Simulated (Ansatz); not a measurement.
MgO (CsCl type, Pm-3m), r²SCAN (plane waves, PAW; program Ansatz), all energies at zero smearing, with the estimated change up to a 700 eV cutoff added, with one set of potentials and settings (totals compare only within such a set). Cell of 2 atoms (1 Mg, 1 O): -2496.709 eV.

```json
[
 {"element": "Mg", "reference phase": "P6_3/mmc, 2 atoms in the cell", "E (eV/atom)": "-1926.4080"},
 {"element": "O", "reference phase": "C2/m, 4 atoms in the cell, spin-polarised", "E (eV/atom)": "-566.0346"}
]
```

Formation energy per atom, worked out: (-2496.709 − 1×(-1926.4080) − 1×(-566.0346))/2 = -2.133 eV/atom (-206 kJ per mol of atoms), at 0 K, without zero-point energy or fitted corrections.

This is a known high-pressure phase of the composition, computed here at zero pressure and temperature. The cell was relaxed with r²SCAN under the symmetry of its start. At this level the phase is mechanically unstable. The references are the lowest solids computed at this level, not always the standard phases (solids in place of the gases).

Potentials: the earlier of the program's two PAW sets.
